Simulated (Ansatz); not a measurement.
ZrAl3:
```
CELL_PARAMETERS angstrom
     -1.99279     1.99279     8.58752
      1.99279    -1.99279     8.58752
      1.99279     1.99279    -8.58752
ATOMIC_POSITIONS crystal
  Zr 0.11876 0.11876 0.00000
  Zr 0.88124 0.88124 0.00000
  Al 0.00000 0.50000 0.50000
  Al 0.50000 0.00000 0.50000
  Al 0.25000 0.75000 0.50000
  Al 0.75000 0.25000 0.50000
  Al 0.37463 0.37463 0.00000
  Al 0.62537 0.62537 0.00000
```

Relaxed with PBEsol. Special points in fractions of this cell's reciprocal vectors: Γ (0.000, 0.000, 0.000); X (0.000, 0.000, 0.500); P (0.250, 0.250, 0.250); N (0.000, 0.500, 0.000); M (0.500, 0.500, -0.500); S (0.263, 0.737, -0.263); S0 (-0.263, 0.263, 0.263); R (-0.027, 0.027, 0.500); G (0.500, 0.500, -0.027).

List the band energies nearest the Fermi level at these points for plane-wave PAW PBEsol (Ansatz code).

In eV from the Fermi level; about four levels below and three above (degenerate sets whole), none deeper than 8.9 eV; points with the same levels are listed once.

```tsv
k	below	above
Γ	-1.87 -1.87 -1.53 -1.53	0.12 0.79 0.95 0.95
X	-2.18 -1.96 -1.53 -0.81	0.86 2.11 2.21
P	-2.38 -2.38 -1.70 -1.70 -1.14	1.49 2.03 2.12
N	-1.90 -1.51 -1.38 -0.72	0.31 1.11 1.61
M	-2.04 -2.04 -1.42 -1.25 -1.25	0.26 0.58 0.58
S	-1.69 -1.46 -1.31 -0.82	0.50 1.21 1.47
R	-2.21 -1.98 -1.52 -0.78	0.90 2.10 2.17
```

Space group I4/mmm. The workflow started from a Materials Project entry (that database holds measured and hypothetical structures alike); the Crystallography Open Database files this formula in space group No. 139, but the cells were not matched. Its standing as an ambient phase is unchecked. The cell was relaxed with PBEsol under the symmetry of its start; its stability against distortions is not shown here. The run is not spin-polarised. Scalar-relativistic: spin–orbit coupling is off unless named, which matters more the heavier the elements.

Potentials: the earlier of the program's two PAW sets. The files were generated under PBE; for other functionals the program regenerates the frozen cores, and for LDA and PBEsol the local potential too.
